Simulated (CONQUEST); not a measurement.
CONQUEST run on WSe2 (P1, 12 atoms in the cell; from Materials Project mp-1821, changed as shown): self-consistent single point.

Computed with LDA (PW92), numerical atomic orbitals double-zeta with polarisation (the shipped basis), PseudoDojo norm-conserving potentials made for LDA (CONQUEST 1.3).

The change in words: atoms moved at random. Reference geometry (P6_3/mmc):
```xyz
12
Lattice="3.3199 0.0000 0.0000 0.0000 5.7503 0.0000 0.0000 0.0000 13.7372" Properties=species:S:1:pos:R:3 pbc="T T T"
W      1.6600     0.9584    10.3029
W      0.0000     1.9168     3.4343
W      0.0000     3.8335    10.3029
W      1.6600     4.7919     3.4343
Se     0.0000     1.9168    11.9651
Se     1.6600     0.9584     1.7721
Se     1.6600     0.9584     5.0965
Se     0.0000     1.9168     8.6407
Se     1.6600     4.7919    11.9651
Se     0.0000     3.8335     1.7721
Se     0.0000     3.8335     5.0965
Se     1.6600     4.7919     8.6407
```

Reference input (self-consistent single point, DFT, LDA (PW92), numerical atomic orbitals double-zeta with polarisation (the shipped basis), PseudoDojo norm-conserving potentials made for LDA): basis = DZP; Diag.MPMeshX, Y, Z = 6 4 2; potentials = PseudoDojo norm-conserving LDA; Grid.GridCutoff = 140 Ha; DM.SolutionMethod = diagon; Diag.kT = 0.001837 Ha; Diag.GammaCentred = true; minE.SCTolerance = 1.0e-06; SC.MaxIters = 100; SC.LinearMixingFactor = 0.5; AtomMove.TypeOfRun = static. This run's input differs from it in these lines:

```diff
@@ -32,14 +32,14 @@
 12
-    0.500000000     0.166667000     0.750000000  1 T T T
-    0.000000000     0.333333000     0.250000000  1 T T T
-    0.000000000     0.666667000     0.750000000  1 T T T
-    0.500000000     0.833333000     0.250000000  1 T T T
-    0.000000000     0.333333000     0.871000000  2 T T T
-    0.500000000     0.166667000     0.129000000  2 T T T
-    0.500000000     0.166667000     0.371000000  2 T T T
-    0.000000000     0.333333000     0.629000000  2 T T T
-    0.500000000     0.833333000     0.871000000  2 T T T
-    0.000000000     0.666667000     0.129000000  2 T T T
-    0.000000000     0.666667000     0.371000000  2 T T T
-    0.500000000     0.833333000     0.629000000  2 T T T
+    0.524161000     0.165299000     0.752355000  1 T T T
+    0.020001000     0.341115000     0.252229000  1 T T T
+    0.020063000     0.676154000     0.752642000  1 T T T
+    0.512768000     0.823127000     0.247101000  1 T T T
+    0.992040000     0.338326000     0.869063000  2 T T T
+    0.486376000     0.165328000     0.125917000  2 T T T
+    0.502361000     0.162054000     0.369542000  2 T T T
+    0.984469000     0.333938000     0.630281000  2 T T T
+    0.483686000     0.831067000     0.872320000  2 T T T
+    0.991860000     0.664904000     0.130390000  2 T T T
+    0.985398000     0.667222000     0.369258000  2 T T T
+    0.496817000     0.831465000     0.628902000  2 T T T
```

The program printed (abridged):

```
    PulayMixSC: Starting Pulay mixing, A_up =  0.500 A_dn =  0.500
    PulayMixSC: Spin non-polarised calculation.
          Harris-Foulkes Energy            :    -34646.376774640222720 eV
    PulayMixSC: Pulay iteration     1 residual:              0.69316E-03
          Harris-Foulkes Energy            :    -34645.820309426766471 eV
    PulayMixSC: Pulay iteration     2 residual:              0.29522E-03
          Harris-Foulkes Energy            :    -34645.989180176082300 eV
    PulayMixSC: Pulay iteration     3 residual:              0.30158E-03
          Harris-Foulkes Energy            :    -34645.931762113199511 eV
   [... lines left out ...]
          Harris-Foulkes Energy            :    -34645.727994129796571 eV
    PulayMixSC: Pulay iteration    10 residual:              0.42545E-05
          Harris-Foulkes Energy            :    -34645.728036671724112 eV
    PulayMixSC: Pulay iteration    11 residual:              0.40918E-05
          Harris-Foulkes Energy            :    -34645.727955315778672 eV
    PulayMixSC: Pulay iteration    12 residual:              0.19726E-05
          Harris-Foulkes Energy            :    -34645.727940758857585 eV
    PulayMixSC: Pulay iteration    13 residual:              0.73061E-06
    PulayMixSC: Reached SCF tolerance of  0.73061E-06 after     13 iterations
      | Number of electrons      =       184.000115
      |* Harris-Foulkes energy   =    -34645.727940758857585 eV
      |* DFT total energy        =    -34645.727926294086501 eV

    force: Forces on atoms (eV/a0)
    force:  Atom   X              Y              Z
    force:     1  -1.1771717929  -0.0301358351  -0.4269956833
    force:     2  -0.7719638106  -0.7628823760  -0.5745506636
    force:     3  -1.0193650151  -0.4434003156  -0.6166554703
    force:     4  -0.8288195346   0.7391033848   0.3053792043
    force:     5   0.5516924076  -0.0536781256   0.5461450643
    force:     6   0.4447002001   0.0830295776   0.3299122813
    force:     7   0.2756744694  -0.0026068541   0.0992120432
    force:     8   0.6192271027   0.1125815497  -0.0038543972
   [... lines left out ...]
    force:    12   0.3590567393   0.1531892526   0.0014464325

    force: Maximum force :        1.17717179(eV/a0) on atom         1 in x direction
    force: Force Residual:        0.88943973 eV/a0
    force: Total stress:          1.80416383     2.18656414    -1.73459687 GPa
    force: Average pressure:     -0.75204370 GPa

    get_E_and_F: Change in energy during last step of electronic optimisation:  0.53496E-06
```

The run converged in 13 iterations. CONQUEST prints the stress tensor with tension positive. Against the reference run the free energy rises by 48.4 meV/atom, the pressure goes from -2.17 to -0.75 GPa, the largest force goes from 0.203 to 2.402 eV/Å and the gap on the mesh goes from 1.229 to 1.017 eV.

Spin-orbit coupling is left out, which matters for bands and gaps with elements this heavy. The program uses no crystal symmetry, so grid and mesh can part values that symmetry would make equal. The atom-centred basis is finite, which shifts total energies, pressures, gaps and forces against plane waves. Forces above 1 eV/Å remain at this geometry, of which the finite basis can carry a part. The structure comes from a collection of computed structures, made at another level of theory; the collection holds predicted forms beside known ones.

Cost on one core: around 3 core-minutes (rough).
